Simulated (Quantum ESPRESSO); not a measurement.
## Zr4Se7S (input and log of a self-consistent run)

A calculation, not a measurement. The program is pw.x of Quantum ESPRESSO 7.5 (plane-wave density functional theory). The cell is made up: 12 atoms on a layered 1T lattice, with randomly drawn elements, strain and displacements, not relaxed. PseudoDojo standard norm-conserving files (v0.5 for PBE, v0.4.1 for LDA and PBEsol) set the functional; there is no spin polarisation, spin-orbit coupling or dispersion term, and the masses in the input are unused placeholders.

Input:

```
&control calculation='scf', pseudo_dir='./dojo.nc.sr.pbe.v0_5.standard.upf', outdir='./o', disk_io='low', tprnfor=.true., tstress=.true. /
&system ibrav=0, nat=12, ntyp=3, nbnd=89, ecutwfc=107.82251126, nosym=.true., tot_charge=0,
 occupations='smearing', smearing='fd', degauss=0.0018374661
/
&electrons conv_thr=7.350e-09, electron_maxstep=60, /
ATOMIC_SPECIES
S 1.0 S.upf
Se 1.0 Se.upf
Zr 1.0 Zr.upf
CELL_PARAMETERS angstrom
3.917 -0.0086 0.0239
-0.0149 6.7953 -0.0046
0.0779 -0.0087 12.7135
ATOMIC_POSITIONS angstrom
Zr -0.001 0.0252 -0.0238
Zr 1.9739 3.4063 -0.011
Zr -0.0058 0.0062 6.3266
Zr 1.9652 3.371 6.356
Se -0.0078 2.2808 1.5307
S 2.0071 1.126 4.755
Se 1.9666 5.6573 1.6114
Se -0.0092 4.5446 4.7606
Se 0.0345 2.2768 7.9339
Se 2.0246 1.1306 11.1884
Se 1.9634 5.6082 7.9777
Se 0.0736 4.5254 11.0814
K_POINTS automatic
8 5 4 1 1 1
```

The log is shortened where brackets say so; the opening notice, blank lines, dates and the lines on written files are dropped, and the path of the files is cut. It prints rydbergs, bohrs and kilobars, and counts compression as positive stress. With no partly filled state, the Fermi energy that it prints is only some level between the filled and the empty states on the mesh, and need not lie in the true gap.

```
     Program PWSCF v.7.5
     Parallel version (MPI & OpenMP), running on       4 processor cores
     Number of MPI processes:                 4
     Threads/MPI process:                     1
     [start-up lines left out]
     bravais-lattice index     =            0
     lattice parameter (alat)  =       7.4022  a.u.
     unit-cell volume          =    2283.5231 (a.u.)^3
     number of atoms/cell      =           12
     number of atomic types    =            3
     number of electrons       =       166.00
     number of Kohn-Sham states=           89
     kinetic-energy cutoff     =     107.8225  Ry
     charge density cutoff     =     431.2900  Ry
     scf convergence threshold =      7.3E-09
     mixing beta               =       0.7000
     number of iterations used =            8  plain     mixing
     Exchange-correlation= PBE
                           (   1   4   3   4   0   0   0)
     [axes and pseudopotential details left out]
   Cartesian axes
     site n.     atom                  positions (alat units)
         1        Zr     tau(   1) = (  -0.0002553   0.0064334  -0.0060760  )
         2        Zr     tau(   2) = (   0.5039210   0.8696013  -0.0028082  )
         3        Zr     tau(   3) = (  -0.0014807   0.0015828   1.6151307  )
         4        Zr     tau(   4) = (   0.5016999   0.8605895   1.6226363  )
         5        Se     tau(   5) = (  -0.0019913   0.5822701   0.3907755  )
         6        S      tau(   6) = (   0.5123967   0.2874589   1.2139137  )
         7        Se     tau(   7) = (   0.5020574   1.4442637   0.4113776  )
         8        Se     tau(   8) = (  -0.0023487   1.1602003   1.2153434  )
         9        Se     tau(   9) = (   0.0088076   0.5812489   2.0254616  )
        10        Se     tau(  10) = (   0.5168643   0.2886332   2.8563096  )
        11        Se     tau(  11) = (   0.5012404   1.4317289   2.0366434  )
        12        Se     tau(  12) = (   0.0187895   1.1552987   2.8289934  )
     number of k points=    80  Fermi-Dirac smearing, width (Ry)=  0.0018
                       cart. coord. in units 2pi/alat
        k(    1) = (   0.0623953   0.0578066   0.0381703), wk =   0.0250000
        k(    2) = (   0.0619254   0.0578578   0.1151992), wk =   0.0250000
     [further k points left out]
     Dense  grid:   345407 G-vectors     FFT dimensions: (  50,  90, 160)
     Estimated max dynamical RAM per process >       1.79 GB
     Estimated total dynamical RAM >       6.90 GB
     Initial potential from superposition of free atoms
     starting charge     165.9900, renormalised to     166.0000
     Starting wfcs are  107 randomized atomic wfcs
     total cpu time spent up to now is       51.6 secs
     per-process dynamical memory:  1563.4 Mb
     Self-consistent Calculation
     iteration #  1     ecut=   107.82 Ry     beta= 0.70
     Davidson diagonalization with overlap
     ethr =  1.00E-02,  avg # of iterations =  2.0
     Threshold (ethr) on eigenvalues was too large:
     Diagonalizing with lowered threshold
     Davidson diagonalization with overlap
     ethr =  4.78E-04,  avg # of iterations =  2.0
     total cpu time spent up to now is      280.9 secs
     total energy              =   -2125.09876490 Ry
     estimated scf accuracy    <       0.75005492 Ry
     iteration #  2     ecut=   107.82 Ry     beta= 0.70
     Davidson diagonalization with overlap
     ethr =  4.52E-04,  avg # of iterations =  7.8
     total cpu time spent up to now is      425.7 secs
     total energy              =   -2124.42240280 Ry
     estimated scf accuracy    <       5.60701935 Ry
     iteration #  3     ecut=   107.82 Ry     beta= 0.70
     Davidson diagonalization with overlap
     ethr =  4.52E-04,  avg # of iterations = 10.1
     total cpu time spent up to now is      569.1 secs
     total energy              =   -2125.19404342 Ry
     estimated scf accuracy    <       1.61007465 Ry
     iteration #  4     ecut=   107.82 Ry     beta= 0.70
     Davidson diagonalization with overlap
     ethr =  4.52E-04,  avg # of iterations =  3.9
     total cpu time spent up to now is      666.6 secs
     total energy              =   -2125.42501866 Ry
     estimated scf accuracy    <       0.20391471 Ry
     iteration #  5     ecut=   107.82 Ry     beta= 0.70
     Davidson diagonalization with overlap
     ethr =  1.23E-04,  avg # of iterations =  4.5
     total cpu time spent up to now is      769.3 secs
     total energy              =   -2125.43344884 Ry
     estimated scf accuracy    <       0.04643861 Ry
     [iterations 6 to 13 left out]
     iteration # 14     ecut=   107.82 Ry     beta= 0.70
     Davidson diagonalization with overlap
     ethr =  2.33E-09,  avg # of iterations =  3.1
     total cpu time spent up to now is     1797.4 secs
     total energy              =   -2125.44277192 Ry
     estimated scf accuracy    <       0.00000032 Ry
     iteration # 15     ecut=   107.82 Ry     beta= 0.70
     Davidson diagonalization with overlap
     ethr =  1.92E-10,  avg # of iterations =  5.7
     total cpu time spent up to now is     1941.7 secs
     total energy              =   -2125.44277203 Ry
     estimated scf accuracy    <       0.00000026 Ry
     iteration # 16     ecut=   107.82 Ry     beta= 0.70
     Davidson diagonalization with overlap
     ethr =  1.57E-10,  avg # of iterations =  3.0
     total cpu time spent up to now is     2056.7 secs
     total energy              =   -2125.44277206 Ry
     estimated scf accuracy    <       0.00000002 Ry
     iteration # 17     ecut=   107.82 Ry     beta= 0.70
     Davidson diagonalization with overlap
     ethr =  1.42E-11,  avg # of iterations =  5.3
     total cpu time spent up to now is     2194.6 secs
     total energy              =   -2125.44277207 Ry
     estimated scf accuracy    <          9.5E-09 Ry
     iteration # 18     ecut=   107.82 Ry     beta= 0.70
     Davidson diagonalization with overlap
     ethr =  5.74E-12,  avg # of iterations =  4.7
     total cpu time spent up to now is     2338.3 secs
     End of self-consistent calculation
          k = 0.0624 0.0578 0.0382 ( 43223 PWs)   bands (ev):
   -42.4466 -42.3288 -42.1978 -42.1687 -39.4445 -39.4406 -39.4342 -39.4314
   -39.4266 -39.4261 -39.4228 -39.4156 -39.4133 -39.4082 -39.3853 -39.3809
   -39.3760 -39.3738 -39.3726 -39.3687 -39.3683 -39.3620 -39.3585 -39.3540
   -39.3348 -39.3337 -39.3257 -39.3246 -39.3195 -39.2872 -39.2841 -39.2772
   -39.2750 -39.2702 -39.2433 -39.2397 -39.2327 -39.2306 -39.2249 -20.4135
   -20.3893 -20.3471 -20.2950 -20.2584 -20.2515 -20.2173 -20.1824 -20.1449
   -20.1341 -20.1008 -20.0954  -5.2338  -5.0359  -4.5562  -4.5150  -4.4150
    -4.2904  -4.2295  -4.0310   3.3501   3.4085   3.4642   4.1763   4.2520
     4.7098   4.8299   4.9205   5.0327   5.0517   5.0966   5.1254   5.2187
     5.3164   5.6744   6.0230   6.0420   6.2972   6.5017   6.8052   6.9670
     7.0284   7.1822   7.4007   8.1009   8.2993   8.5584   8.6387   8.6489
     8.7391
     [levels at the other k points left out]
     the Fermi energy is     7.7028 ev
!    total energy              =   -2125.44277206 Ry
     estimated scf accuracy    <          5.9E-09 Ry
     smearing contrib. (-TS)   =      -0.00000003 Ry
     internal energy E=F+TS    =   -2125.44277203 Ry
     The total energy is F=E-TS. E is the sum of the following terms:
     one-electron contribution =   -1279.72281390 Ry
     hartree contribution      =     669.70123959 Ry
     xc contribution           =    -424.77080314 Ry
     ewald contribution        =   -1090.65039459 Ry
     convergence has been achieved in  18 iterations
     Forces acting on atoms (cartesian axes, Ry/au):
     atom    1 type  3   force =    -0.00171557   -0.01235092    0.01220687
     atom    2 type  3   force =    -0.00042992    0.01158914    0.00282585
     atom    3 type  3   force =    -0.00218699    0.00872015   -0.02166028
     atom    4 type  3   force =     0.00167326   -0.00824857   -0.01628986
     atom    5 type  2   force =    -0.00115149   -0.00021456   -0.01184686
     atom    6 type  1   force =     0.00010179   -0.00257528    0.07336326
     atom    7 type  2   force =    -0.00334263    0.00060851   -0.02906333
     atom    8 type  2   force =     0.00480386   -0.00153095    0.02246503
     atom    9 type  2   force =    -0.00526700   -0.00671359   -0.02286007
     atom   10 type  2   force =     0.00540741   -0.00258123    0.00196954
     atom   11 type  2   force =     0.00116323    0.01049532   -0.03593593
     atom   12 type  2   force =     0.00094405    0.00280198    0.02482577
     Total force =     0.104466     Total SCF correction =     0.000523
     Computing stress (Cartesian axis) and pressure
          total   stress  (Ry/bohr**3)                   (kbar)     P=      -51.43
  -0.00039878   0.00001853  -0.00003195          -58.66        2.73       -4.70
   0.00001853  -0.00040231   0.00001062            2.73      -59.18        1.56
  -0.00003195   0.00001062  -0.00024779           -4.70        1.56      -36.45
     init_run     :     46.88s CPU     49.93s WALL (       1 calls)
     electrons    :   2225.25s CPU   2286.89s WALL (       1 calls)
     forces       :     23.45s CPU     24.59s WALL (       1 calls)
     stress       :     74.94s CPU     77.96s WALL (       1 calls)
     [timing details left out]
     PWSCF        :  39m32.65s CPU  40m45.50s WALL
     JOB DONE.
```

In other units: free energy -28918.122 eV for the cell, pressure -5.14 GPa, largest force component 1.886 eV/Å. This run is the check on a run of the same cell at a cutoff of 1170 eV and k mesh 6 x 3 x 2: rerunning at a cutoff of 1467 eV and k mesh 8 x 5 x 4 moved values by no more than 0.012 eV in energy, 0.12 GPa in stress and 0.007 eV/Å in force.